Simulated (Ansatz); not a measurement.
TiNi:
```cif
data_Ni2Ti2
_chemical_formula_sum 'Ti2 Ni2'
_space_group_name_H-M_alt 'P 1'
_space_group_IT_number 1
_cell_length_a 4.20507
_cell_length_b 2.69328
_cell_length_c 4.58357
_cell_angle_alpha 90.000
_cell_angle_beta 90.000
_cell_angle_gamma 90.000
loop_
_space_group_symop_operation_xyz
  'x, y, z'
loop_
_atom_site_label
_atom_site_type_symbol
_atom_site_fract_x
_atom_site_fract_y
_atom_site_fract_z
_atom_site_occupancy
Ti1 Ti 0.25000 0.50000 0.71577 1
Ti2 Ti 0.75000 0.50000 0.28423 1
Ni1 Ni 0.25000 0.00000 0.18153 1
Ni2 Ni 0.75000 0.00000 0.81847 1
```

This is the PBEsol-relaxed structure.

### Question
All from PBEsol in the plane-wave PAW code Ansatz, unless another level is named. Estimate the density of states at the Fermi level.

### Answer
1.1 states/eV per atom (mean over ±0.08 eV).

### Question
What about the formation energy from the elements (no fitted shifts)?

### Answer
-0.40 eV/atom.

Space group Pmma. The workflow started from a Materials Project entry (that database holds measured and hypothetical structures alike); the Crystallography Open Database copy checked does not list it. COD files the formula under space group No. 11, 147. Whether it is the stable phase at ambient conditions was not checked. Symmetry was held in the PBEsol relaxation. At this level the phase is mechanically unstable. No spin polarisation was allowed. The references are the lowest solids computed at this level, not always the standard phases.

Potentials: the later of the program's two PAW sets.
